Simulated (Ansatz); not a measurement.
For a tunnel junction or a leaky gate film, the slowest evanescent state at the electrodes' Fermi level sets the resistance.

The yardstick is α-quartz SiO2. The Fermi level is put at mid-gap. Of the planes computed for each crystal, the one with the slowest decay is listed. Wanted: the thickness for 4 decades of attenuation, and how many decades a 2.0 nm film gains over the reference.

Where the numbers come from (Ansatz, a plane-wave PAW program, with an older set of its potentials): plane, in the cell as filed, gap, decay constant k, slowest state: r²SCAN, complex band structure, on cells taken as filed or relaxed beforehand.

Not checked to be the ambient phase: NaVO2F2 (P2₁, mP12); RbCaH3 (cubic perovskite); KMgH3 (cubic perovskite). Run without spin polarisation: NaVO2F2 (P2₁, mP12). Cells under pressure at the level used (negative: too large): NaVO2F2 (P2₁, mP12) −7 GPa. Spin–orbit coupling is left out unless named; no shift is given for CsCaF3, RbCaH3 (cubic perovskite), BaZrO3.

Model: decades per nm = 2k × 10 Å/ln 10 = 8.686 k; thickness = 4/(decades per nm); extra decades of a 2.0 nm film = 2.0 × (row − reference).

| crystal | plane, in the cell as filed | gap on the mesh (eV) | k at mid-gap (1/Å) | planes computed | slowest state | decades per nm | thickness (nm) | decades beyond the reference |
|---|---|---|---|---|---|---|---|---|
| α-quartz SiO2, reference | (111) | 6.61 | 0.496 | 2 | at Γ | 4.308 | 0.93 | 0.0 |
| NaVO2F2 (P2₁, mP12) | (100) | 2.31 | 0.532 | 2 | off Γ | 4.621 | 0.87 | 0.6 |
| CsCaF3 (cubic perovskite) | (110) | 8.03 | 0.487 | 3 | at Γ | 4.230 | 0.95 | −0.2 |
| RbCaH3 (cubic perovskite) | (110) | 3.77 | 0.336 | 3 | at Γ | 2.918 | 1.37 | −2.8 |
| KMgF3 (cubic perovskite) | (110) | 8.32 | 0.557 | 3 | at Γ | 4.838 | 0.83 | 1.1 |
| KMgH3 (cubic perovskite) | (111) | 3.31 | 0.338 | 3 | at Γ | 4.257 | 0.94 | −0.1 |
| BaZrO3 (cubic perovskite) | (001) | 3.72 | 0.295 | 3 | at Γ | 2.562 | 1.56 | −3.5 |

Check the column «decades per nm» against the rules: one row is wrong, and what depends on it inherits the slip. Find and correct it.

The row of KMgH3 (cubic perovskite) shows 4.257. From its own inputs, decades per nm: 8.686 × 0.338 = 2.936. Carried on: thickness: 4/2.936 = 1.36 nm; decades beyond the reference: 2.0 × (2.936 − 4.308) = −2.7. The other rows agree with the rules.

With the correction: In order of decades per nm, highest first: KMgF3 (4.838 ± 0.29) ≈ NaVO2F2 (P2₁, mP12) (4.621 ± 0.28) ≈ α-quartz SiO2 (4.308 ± 0.26) ≈ CsCaF3 (4.230 ± 0.25), KMgH3 (cubic perovskite) (2.936 ± 0.18) ≈ RbCaH3 (cubic perovskite) (2.918 ± 0.18), BaZrO3 (2.562 ± 0.15). The ± follows from allowances picked for this note (decay constant k 6 %), carried to first order and added in quadrature; ≈ joins neighbours closer than their two ± added in quadrature. On this figure 1 of 6 candidates do clearly better than the reference.

The gaps are the functional's own, as a rule smaller than measured ones, and k shrinks with them; planes not computed could decay more slowly; interface matching and symmetry filtering by the electrodes are not included. Where several phases of a formula are at hand, those over 0.1 eV/atom above the lowest were not drawn (by r²SCAN where it compared them, else by the largest value; a layered or molecular lowest phase counts only with a dispersion term); other phases could lie lower still. Crystals of Pb, Bi, Tl or Hg, those whose gap spin–orbit coupling moves by over 0.3 eV, and those of Te, I or Sb with no such test at hand were not drawn. Rows were sampled with a lean to familiar crystals, related or not, whatever their agreement with measurement; tables with many equal figures were not kept. Limits of the draw: gap over 1 eV, no layered crystals, primitive or conventional cells alone; no unfamiliar magnets, and cubic perovskites only if shown or known to be stable. As a rule kept out of such tables: 4f compounds, open-shell compounds run without a Hubbard term, cells found unstable in the tests at hand, cells close to a higher symmetry, and runs set to a pressure or over 12 % in volume from the crystal's fullest run.
